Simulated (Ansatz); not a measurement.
Stress against strain in ZrZn

```yaml
crystal:
  lattice:
    - [3.33600, 0.00000, 0.00000]
    - [0.00000, 3.33600, 0.00000]
    - [0.00000, 0.00000, 3.33600]
  atoms:
    - { symbol: Zr, position: [0.50000, 0.50000, 0.50000] }
    - { symbol: Zn, position: [0.00000, 0.00000, 0.00000] }
```

Atoms are numbered in the order listed.

The cell comes from COD entry 1540230, which wasn't checked; take it as a given geometry.

These are results of DFT, PBEsol, all-electron LAPW, scalar-relativistic (Ansatz 0.2.0), not measurements.

Sampling and basis: a Γ-centred 10×10×10 k mesh, Fermi–Dirac smearing of 0.08 eV, basis error target 0.5 meV/atom, no spin polarisation.

The strain is applied along the Cartesian axes of the cell as listed (the other components stay zero). Fractional coordinates are held (clamped ions).

σ is the change of stress from the unstrained cell, which is at -4.25 GPa; tension is positive, so slopes are stress–strain coefficients at that pressure. In a metal the k mesh adds noise.

Only quantities that a quadratic follows smoothly over the whole series are listed; rougher ones are left out.

| εxx = εyy | σzz (GPa) | σxx (GPa) |
| --- | --- | --- |
| -0.0200 | -3.82 | -4.69 |
| -0.0100 | -1.80 | -2.24 |
| 0.0000 | 0.00 | 0.00 |
| 0.0200 | 3.08 | 3.85 |

Problem. Fit the series and read off the stiffness at zero strain.

Solution. Least-squares fits y = p0 + p1 x + p2 x² to the rows give σzz (GPa): p1 = 172, p2 = -940; σxx (GPa): p1 = 213, p2 = -1100. So 2 C12 = 172 GPa and C11 + C12 = 213 GPa.

Problem. One run, at εxx = εyy = 0.0100, is withheld. Predict its row.

Solution. The fits give 1.64, 2.03; the run gave 1.62, 2.03.
